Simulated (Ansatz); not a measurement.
Ti$_{5}$Si:
```cif
data_Si3Ti15
_chemical_formula_sum 'Ti15 Si3'
_space_group_name_H-M_alt 'R32 :H'
_space_group_IT_number 155
_space_group_name_Hall 'R 3 2"'
_cell_length_a 4.97870
_cell_length_b 4.97870
_cell_length_c 13.20118
_cell_angle_alpha 90.000
_cell_angle_beta 90.000
_cell_angle_gamma 120.000
loop_
_atom_site_label
_atom_site_type_symbol
_atom_site_symmetry_multiplicity
_atom_site_Wyckoff_symbol
_atom_site_fract_x
_atom_site_fract_y
_atom_site_fract_z
_atom_site_occupancy
Ti1 Ti 6 c 0.00000 0.00000 0.15136 1
Ti2 Ti 9 d 0.00000 0.60485 0.00000 1
Si1 Si 3 b 0.00000 0.00000 0.50000 1
```
(The calculation used a cell of 6 atoms; values per cell refer to that cell.)

Relaxed at zero pressure with plane-wave PAW PBEsol (Ansatz code).

Question: The volume is lowered by 3 % and shape and atoms relax at that volume. What pressure results, and how do the axes share the change?

Answer: 4.2 GPa; a -1.1 %, b -1.1 %, c -0.8 %; the energy rises by 6 meV/atom.

Question: Give the new structure.

Answer: 
Space group R32, hexagonal axes (No. 155); a = b = 4.9220 Å, c = 13.1020 Å, α = β = 90.00°, γ = 120.00°

```csv
atom,site,symmetry,x,y,z
Ti,6c,3.,0.0000,0.0000,0.1513
Ti,9d,.2,0.0000,0.6058,0.0000
Si,3b,32,0.0000,0.0000,0.5000
```

The phase is kept; no other phase was compared at this pressure.

The first step of the workflow began from a Materials Project structure, measured or hypothetical; the Crystallography Open Database copy checked does not list it. Whether it is the stable phase at ambient conditions was not checked. The cell was relaxed with PBEsol under the symmetry of its start; of distortions, only those at the zone centre were tested. The run is not spin-polarised.

Potentials: the later of the program's two PAW sets.
